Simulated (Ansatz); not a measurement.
# Stress against strain in Fe

```yaml
crystal:
  lattice:
    - [2.43416, 0.00000, 0.00000]
    - [-1.21708, 2.10804, 0.00000]
    - [0.00000, 0.00000, 3.84193]
  atoms:
    - { symbol: Fe, position: [0.33333, 0.66667, 0.25000] }
    - { symbol: Fe, position: [0.66667, 0.33333, 0.75000] }
```

Atom numbers follow the list: Fe1, Fe2.

Structure from Materials Project entry mp-136 (possibly hypothetical), not relaxed further.

Spin polarisation is left out, and whether a magnetic state lies lower isn't shown here.

Computed with DFT, PBEsol, all-electron LAPW, scalar-relativistic (Ansatz 0.2.0).

Sampling and basis: a Γ-centred 17×17×10 k mesh, Fermi–Dirac smearing of 0.08 eV, basis error target 0.25 meV/atom, no spin polarisation.

The strain is applied along the Cartesian axes of the cell as listed (the other components stay zero). Fractional coordinates are held (clamped ions).

σ is the change of stress from the unstrained cell, which is at -1.26 GPa; tension is positive, so slopes are stress–strain coefficients at that pressure. In a metal the k mesh adds noise.

Only quantities that a quadratic follows smoothly over the whole series are listed; rougher ones are left out.

| εzz | σzz (GPa) | σxx (GPa) |
| --- | --- | --- |
| -0.0300 | -22.08 | -5.48 |
| -0.0100 | -6.86 | -1.66 |
| 0.0000 | 0.00 | 0.00 |
| 0.0100 | 6.37 | 1.53 |
| 0.0200 | 12.30 | 2.92 |
| 0.0300 | 17.80 | 4.19 |

(1) Fit the series and read off the stiffness at zero strain.

(2) One run, at εzz = -0.0200, is withheld. Predict its row.

## Answers

(1) Least-squares fits y = p0 + p1 x + p2 x² to the rows give σzz (GPa): p1 = 664, p2 = -2400; σxx (GPa): p1 = 161, p2 = -720. So C33 = 664 GPa and C13 = 161 GPa, for these axes.

(2) The fits give -14.24, -3.50; the run gave -14.22, -3.48.
